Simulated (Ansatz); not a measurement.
CaI2 (CdI2 type, P-3m1), the program Ansatz at the r²SCAN+D4 level (PAW). The conduction-band minimum lies at M, with 3 equivalent valleys. Second derivatives d²E/dk² of the lowest band at one valley (eV·Å²), along Cartesian directions:

```
direction  d²E/dk²
---------  -------
[100]        21.98
[010]        5.686
[001]        2.761
[110]        13.84
[101]        12.37
[011]        3.030
```

**Question.** Find the principal effective masses, the density-of-states mass and the conductivity mass.

**Answer.** Off-diagonal terms follow from H_xy = H[110] − (H_xx + H_yy)/2, and m*/mₑ = 7.620 eV·Å² over each eigenvalue: 0.35, 1.2, 3.3. One valley's DOS mass (m₁m₂m₃)^(1/3) = 1.1, conductivity mass 3/(Σ 1/mᵢ) = 0.75 mₑ.

**Question.** What effective density of states Nc follows at 300 K for parabolic valleys?

**Answer.** Nc = 2.509e19 × 3 × (1.1)^(3/2) ≈ 8.7e19 cm⁻³.

The workflow started from a Materials Project entry (that database holds measured and hypothetical structures alike); the Crystallography Open Database files this formula in space group No. 164, but the cells were not matched. Whether it is the stable phase at ambient conditions was not checked. The r²SCAN+D4 relaxation kept the symmetry of its start; whether a distortion lowers the energy is not shown. Spin–orbit coupling is left out wherever it is not named.

Potentials: the later of the program's two PAW sets.

Edges and masses are those of Kohn–Sham bands, whose gap is no quasiparticle gap.
